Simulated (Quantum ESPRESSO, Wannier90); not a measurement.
## TiS (P-6m2), plane waves to Wannier functions

```
TiS
1.0
    3.26717     0.00000     0.00000
   -1.63358     2.82945     0.00000
    0.00000     0.00000     3.21706
Ti S
1 1
Direct
  0.66667   0.33333   0.00000
  0.00000   0.00000   0.50000
```

Materials Project entry mp-1018028; symmetrised, unrelaxed at this level. Not found in the COD (Crystallography Open Database) copy used, which has the formula in other groups; not checked further. Computed values, not measurements, from PBEsol: Quantum ESPRESSO (norm-conserving PseudoDojo potentials, cutoff 68 Ry, no spin polarisation, no spin-orbit coupling) on a Γ-centred 12×12×10 mesh, then Wannier90. Density: 12×12×10 mesh, cold smearing 0.01 Ry. A non-magnetic state is assumed, with no Hubbard U on the 3d ions.

Base run: 8 functions from bands 6-22 of the 22 computed, start hydrogen-like Ti: d; S: p, centres 0.05 Å off the atoms, frozen window up to 1.50 eV relative to the Fermi level, outer window open. One thing is changed at a time; window edges are relative to the Fermi level. The misfit compares interpolated bands with pw.x on a high-symmetry path, for states up to 1.0 eV relative to the Fermi level. Converged means that the tolerances were met: symmetric starts can stop on a saddle, which shows as a larger Ω_OD at equal Ω_I and can move the misfit too.

Question: Which of these settings interpolates worst among those that finish?
(A) outer window to 9.37 eV
(B) frozen window to 2.50 eV
(C) base
(D) frozen window to -1.50 eV
(E) outer window to 6.37 eV

Answer: D, frozen window to -1.50 eV. The whole sweep:

```json
[
 {"setting": "base", "functions": "8", "frozen to (eV)": "1.50", "Ω_I (Å²)": "10.61", "Ω_D (Å²)": "0.05", "Ω_OD (Å²)": "0.80", "rms misfit (meV)": "0.9", "worst (meV)": "7.7", "ended": "converged"},
 {"setting": "frozen window to 5.50 eV", "functions": "8", "frozen to (eV)": "5.50", "Ω_I (Å²)": "–", "Ω_D (Å²)": "–", "Ω_OD (Å²)": "–", "rms misfit (meV)": "–", "worst (meV)": "–", "ended": "stops: too many frozen states"},
 {"setting": "frozen window to -1.50 eV", "functions": "8", "frozen to (eV)": "-1.50", "Ω_I (Å²)": "8.64", "Ω_D (Å²)": "0.00", "Ω_OD (Å²)": "0.21", "rms misfit (meV)": "631", "worst (meV)": "2197", "ended": "converged"},
 {"setting": "frozen window to 2.50 eV", "functions": "8", "frozen to (eV)": "2.50", "Ω_I (Å²)": "11.78", "Ω_D (Å²)": "0.09", "Ω_OD (Å²)": "1.06", "rms misfit (meV)": "0.6", "worst (meV)": "8.7", "ended": "converged"},
 {"setting": "outer window to 9.37 eV", "functions": "8", "frozen to (eV)": "1.50", "Ω_I (Å²)": "11.18", "Ω_D (Å²)": "0.06", "Ω_OD (Å²)": "0.83", "rms misfit (meV)": "0.8", "worst (meV)": "6.0", "ended": "converged"},
 {"setting": "outer window to 6.37 eV", "functions": "8", "frozen to (eV)": "1.50", "Ω_I (Å²)": "12.12", "Ω_D (Å²)": "0.08", "Ω_OD (Å²)": "1.03", "rms misfit (meV)": "0.5", "worst (meV)": "5.9", "ended": "converged"}
]
```

Runs of this sweep that didn't settle are not listed.
